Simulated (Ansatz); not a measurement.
## Os, bcc: geometry optimisation

Level of theory: DFT, PBEsol, plane waves (420 eV) with PAW, scalar-relativistic in Ansatz. (PAW data from PBE, frozen cores regenerated.)

k-point mesh 14×14×14, Fermi-Dirac smearing 0.1 eV, no spin polarisation. Cell and atoms relax.

Starting structure:

```yaml
crystal:
  lattice:
    - [-1.5179840853, 1.5179840853, 1.5179840853]
    - [1.5179840853, -1.5179840853, 1.5179840853]
    - [1.5179840853, 1.5179840853, -1.5179840853]
  atoms:
    - { symbol: Os, position: [0.0, 0.0, 0.0] }
hamiltonian:
  xc: pbesol
  pseudopotentials:
    kind: paw
    azcp:
      Os: "pseudopotentials/Os.paw.azcp"
basis:
  ecutwfc: 420
  fft_grid_basis: typed
kpoints:
  mp_grid: { grid: [14, 14, 14], shift: [0, 0, 0] }
magnetization:
  spin_polarized: false
scf:
  occupations: { method: fermi_dirac, width: 0.1 }
relax:
  max_steps: 60
  f_tol: 0.01
  cell: {}
```

The pressure at the start is 10.7 GPa. By how much does the volume change?

From 13.99 to 14.36 Å³ per atom, 2.7 %. The final cell has a = 3.063 Å.

How much energy does the relaxation gain?

12.1 meV per atom.

Path of the relaxation (the plane waves are chosen anew near the end, which can shift the energy a little):

```csv
step,E − E(final) (meV/atom),V (Å³/atom),P (GPa),max force (eV/Å)
0,12.15,13.991,10.71,0.000
1,0.26,14.399,-0.90,0.000
2,0.15,14.364,0.01,0.000
3,0.00,14.364,-0.01,0.000
```
